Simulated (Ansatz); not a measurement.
## Rocksalt alloy of MgO and CaO (14 of 32 Mg sites exchanged), 64 atoms

Ansatz, PAW, plane waves. PBEsol relaxation of volume and atoms (shape held) at the single k point (¼, ¼, ¼) without its symmetry partners; single points on the relaxed atoms at the Γ point alone, onto which points of the small cell's zone fold. Arrangement: random. No spin–orbit coupling unless named.

Relaxed structure:

```
O Mg Ca
1.0
     8.97934    0.00000    0.00000
     0.00000    8.97934    0.00000
     0.00000    0.00000    8.97934
O Mg Ca
32 18 14
Direct
  0.23629 0.98860 0.00071
  0.23595 0.99703 0.49919
  0.24708 0.51281 0.00010
  0.24515 0.50275 0.49982
  0.76660 0.99928 0.00053
  0.76476 0.99874 0.49910
  0.75364 0.50234 0.99972
  0.75472 0.50195 0.49957
  0.00171 0.26292 0.00270
  0.00101 0.25638 0.49802
  0.01062 0.74755 0.01030
  0.00173 0.74803 0.49088
  0.49863 0.26539 0.00888
  0.49860 0.26418 0.49088
  0.48795 0.73838 0.99271
  0.49615 0.73711 0.50681
  0.00027 0.99060 0.25042
  0.00018 0.99792 0.74991
  0.99981 0.51182 0.25037
  0.99980 0.50273 0.75063
  0.50066 0.00793 0.24975
  0.50041 0.99030 0.74964
  0.49953 0.49237 0.24986
  0.49963 0.50987 0.75030
  0.25853 0.23374 0.26316
  0.25188 0.23240 0.73561
  0.24213 0.76425 0.25666
  0.25852 0.76444 0.74246
  0.74106 0.23460 0.26473
  0.74794 0.23330 0.73326
  0.75716 0.76454 0.26311
  0.74073 0.76453 0.73559
  0.00248 0.98793 0.00435
  0.00061 0.99419 0.49676
  0.00324 0.50635 0.00406
  0.00048 0.50362 0.49618
  0.49493 0.50334 0.99987
  0.49851 0.50090 0.49908
  0.24721 0.24606 0.49788
  0.24713 0.75239 0.00135
  0.24575 0.75294 0.49913
  0.75298 0.24668 0.49783
  0.75553 0.75289 0.49901
  0.24232 0.99675 0.25596
  0.24494 0.99552 0.74345
  0.75745 0.99885 0.25821
  0.75537 0.99767 0.74054
  0.00281 0.75357 0.25397
  0.49960 0.24928 0.25644
  0.49656 0.75130 0.74454
  0.49735 0.99758 0.99951
  0.49987 0.00007 0.49970
  0.24915 0.24667 0.00225
  0.75055 0.24817 0.00226
  0.75129 0.75208 0.99982
  0.24941 0.50199 0.25226
  0.25088 0.50527 0.74768
  0.74976 0.50001 0.25326
  0.74857 0.50289 0.74598
  0.99989 0.24621 0.25314
  0.99999 0.24737 0.74703
  0.00222 0.75255 0.74733
  0.49987 0.25035 0.74482
  0.49746 0.75073 0.25318
```

(1) What are the mean bond lengths by pair (pairs within 1.2 times the sum of covalent radii, less contacts 15 % beyond the pair's median; cation–cation pairs of compounds aside; long ionic contacts are cut short by that bound)?

(2) What gap lies between the top filled and the lowest empty level in the single points?

Results:

(1) Ca–O 2.304 ± 0.063 Å (standard deviation, 84 bonds); Mg–O 2.203 ± 0.073 Å (standard deviation, 108 bonds).

(2) HSE06 5.81 eV (3.3 min on 7 threads of Neoverse-V2).
